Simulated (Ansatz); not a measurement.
The relaxed structure here is a generated cell of K: the first start was made by a random draw of sites in a space group, and the end was not matched to a known phase here, so it may be hypothetical. Known forms of K include space group No. 229.

A relaxed cell of K (Fmmm (No. 69)), relaxed on a k-mesh at least as fine as the one used below. The numbers are results of PBE (plane waves to 420 eV, PAW, scalar-relativistic; Ansatz, a quantum-chemistry and plane-wave program), not measurements. Γ-centred k-mesh 6×6×3 on the run's cell (coarser than for final values), Fermi–Dirac smearing 0.05 eV.

```
K
1.0
    0.00000     4.30940     7.73590
    4.09260     0.00000     7.73590
    8.18521     8.61880     0.00000
K
6
Direct
  0.00000   0.00000   0.00000
  0.00000   0.00000   0.50000
  0.50000   0.00000   0.00000
  0.50000   0.00000   0.50000
  0.00000   0.50000   0.25000
  0.00000   0.50000   0.75000
```

The atoms are displaced by (Å):

| atom | ux | uy | uz |
|---|---|---|---|
| K1 | 0.048 | 0.220 | 0.058 |
| K2 | 0.189 | -0.143 | -0.100 |
| K3 | -0.165 | -0.189 | 0.061 |
| K4 | 0.003 | 0.066 | 0.170 |
| K5 | -0.009 | -0.014 | 0.020 |
| K6 | -0.001 | -0.055 | -0.029 |

Question: What forces (eV/Å) and pressure result?

Answer: 
```tsv
atom	Fx	Fy	Fz
K1	0.01	-0.03	-0.05
K2	0.02	0.06	0.13
K3	0.09	0.09	0.10
K4	-0.01	-0.11	-0.11
K5	-0.05	-0.01	-0.04
K6	-0.07	0.00	-0.04
```

Pressure 0.0 GPa.

The undisplaced cell is probably no minimum: from this displacement the run went on to P-1 (No. 2) at a tolerance of 0.01 Å, I4/mmm (No. 139) at 0.1 Å, 0.14 eV/atom below it.

No spin polarisation in the result.
